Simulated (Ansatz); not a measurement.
Suppose BaAlH6 takes space group F-43m (No. 216), with Ba on 4b; Al on 4c; H on 24g.

All numbers below come from DFT PBE, scalar-relativistic, plane waves, PAW in Ansatz 0.2.0. Cutoff 420 eV, Γ-centred mesh, Gaussian smearing, no spin polarisation.

The zero of energy is the elements' standard structures at the same level (H₂ as a molecule); no fitted shifts are applied.

Task: Which cell and coordinates does it relax to?

Result:

Space group F-43m (No. 216). a = 7.766 Å, b = 7.766 Å, c = 7.766 Å, α = 90.00°, β = 90.00°, γ = 90.00°
| atom | site | symmetry | x | y | z |
| --- | --- | --- | --- | --- | --- |
| Ba | 4b | -43m | 0.5000 | 0.0000 | 0.0000 |
| Al | 4c | -43m | 0.2500 | 0.2500 | 0.2500 |
| H | 24g | 2.mm | 0.4736 | 0.2500 | 0.2500 |

Ba has 12 H at 2.75 Å and 4 Al at 3.36 Å; Al has 6 H at 1.74 Å and 4 Ba at 3.36 Å; H is surrounded by 1 Al at 1.74 Å, 4 H at 2.46 Å and 2 Ba at 2.75 Å. Another local minimum with the same sites may exist.

Task: And its energy and gap?

Result: The formation energy is 0.00 eV/atom and the gap on the 8×8×8 mesh of the 8-atom cell is 0 eV (a metal). The formation energy is too near zero to say whether this cell lies below the elements.

The last run used Gaussian smearing of 0.10 eV. The k mesh leaves some 4 meV/atom of noise in the energy of each metallic cell. The cell is a metal run without spin; a magnetic state may lie lower. With hydrogen, zero-point motion can shift formation energies by some tens of meV/atom. Symmetry constrained the relaxation, so the result can be a saddle point.
